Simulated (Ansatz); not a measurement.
AlNi: stationary points along a deformation path

The calculation used DFT PBEsol, scalar-relativistic, plane waves, PAW (Ansatz). Cutoff 420 eV, Γ-centred 24×24×24 k-points, Gaussian smearing of 0.15 eV. No spin polarisation. A magnetic state may lie lower. Energies are free energies at this smearing, counted from the undisturbed cell; pressure is positive in compression.

Reference structure (relaxed at this level; it needn't be the usual structure):

```
Al Ni
1.0
     2.86217    0.00000    0.00000
     0.00000    2.86217    0.00000
     0.00000    0.00000    2.86217
Al Ni
1 1
Direct
  0.00000 0.00000 0.00000
  0.50000 0.50000 0.50000
```

At fixed volume and fractional coordinates, lengths along (0.577, 0.577, 0.577) are scaled against those across it; ρ is that ratio over its starting value. V = 11.723 Å³/atom. Δσ is the stress along the axis less the mean stress across it (compression positive).

| ρ | ΔE (meV/atom) | Δσ (GPa) | space group |
| --- | --- | --- | --- |
| 0.500 | 6202.2 | 468.48 | R-3m |
| 0.600 | 2914.7 | 284.09 | R-3m |
| 0.710 | 1115.5 | 157.93 | R-3m |
| 0.850 | 203.9 | 56.63 | R-3m |
| 0.930 | 36.2 | 21.47 | R-3m |
| 1.000 | 0.0 | 0.00 | Pm-3m |
| 1.080 | 33.3 | -16.78 | R-3m |
| 1.200 | 159.5 | -30.55 | R-3m |
| 1.410 | 442.9 | -39.36 | R-3m |
| 1.700 | 755.3 | -21.65 | R-3m |
| 2.000 | 835.7 | 0.00 | Fm-3m |

Task: How does the stress give the slope of the energy, and where is the energy stationary?

Result: Along the path d ln(length) is 2/3 d ln ρ on the axis and −1/3 d ln ρ across it, so dE/d ln ρ = −(2/3) V Δσ: the energy falls with ρ where Δσ is positive. Δσ vanishes or changes sign at ρ = 1.000 (Pm-3m), a minimum at 0.0 meV/atom; at ρ = 2.000 (Fm-3m, an end of the scan), at 835.7 meV/atom. Pairs of stationary points between two samples would go unseen, and could change a minimum read from distant neighbours into a maximum. At ρ = 1.000, 2.000 the cell is cubic, where symmetry alone makes the stress isotropic and the slope zero.

Task: Which shear constant sets the curvature at ρ = 1?

Result: For a cubic crystal E/V = (2/3) C (ln ρ)² with C = C44, so Δσ = −2C ln ρ. The parabola of Δσ against ln ρ through ρ = 0.930, 1 and 1.080 gives C ≈ 129 GPa with the ions clamped, rough because the steps are large.

In a metal these slopes depend on the k mesh and the smearing.

Cost: 11 runs of about 8.7 core-minutes in all, on Intel Xeon Processor @ 2.50GHz (Skylake/Cascade Lake) (shared hosts).